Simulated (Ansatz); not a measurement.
Property card for BeAg

BeAg:
Space group Pm-3m (No. 221); a = 2.9096 Å, b = 2.9096 Å, c = 2.9096 Å, α = 90.00°, β = 90.00°, γ = 90.00°

```tsv
atom	site	symmetry	x	y	z
Be	1a	m-3m	0.0000	0.0000	0.0000
Ag	1b	m-3m	0.5000	0.5000	0.5000
```

Space group Pm-3m (No. 221), CsCl type; conventional cell a = 2.9096 Å, b = 2.9096 Å, c = 2.9096 Å, α = 90.00°, β = 90.00°, γ = 90.00°.

Method: PBEsol (plane waves, PAW; program Ansatz). The cell and atoms are relaxed at this level. Other levels are named where they apply.

Cell and energy:

| Quantity | Value |
|---|---|
| Volume per atom | 12.32 Å³ |
| Density | 7.88 g/cm³ |
| Formation energy from the elements (no fitted shifts) | 0.088 eV/atom |

Electronic structure:

| Item | Value |
|---|---|
| Electronic character | metallic (no gap) |
| Density of states at the Fermi level | 0.25 states/eV per atom (mean over ±0.08 eV) |
| Gap with spin–orbit coupling | none (metallic) |

Mechanics:

| Item | Value |
|---|---|
| Bulk modulus (Birch–Murnaghan fit) | 135 GPa |
| Pressure derivative B′ | 4.6 |
| Elastic constants (relaxed ions, GPa) | C11 = 181, C12 = 113, C44 = 79.2 |
| Mechanical stability | stable (all eigenvalues of C positive) |
| Hill bulk and shear moduli | 135 and 56.5 GPa |
| Young's modulus | 149 GPa |
| Poisson's ratio | 0.32 |
| Debye temperature from the elastic constants | 386 K |

Phonons:

| Quantity | Result |
|---|---|
| Highest zone-centre frequency | 10.30 THz |
| Zone-centre stability | no imaginary mode at Γ |

The start of the workflow was typed in or built on a structure type; neither database checked (COD, Materials Project) lists it. Its standing as an ambient phase is unchecked. The cell was relaxed with PBEsol under the symmetry of its start. No spin polarisation was allowed. As this level gives no gap, shear constants depend on the k-mesh and smearing (Fermi–Dirac, 0.1 eV here). As this level gives no gap, phonon frequencies hold no LO–TO term and depend on the k-mesh and smearing (Fermi–Dirac, 0.1 eV here). The references are the lowest solids computed at this level, not always the standard phases. Scalar-relativistic: spin–orbit coupling is off unless named, which matters more the heavier the elements.

Potentials: the later of the program's two PAW sets.
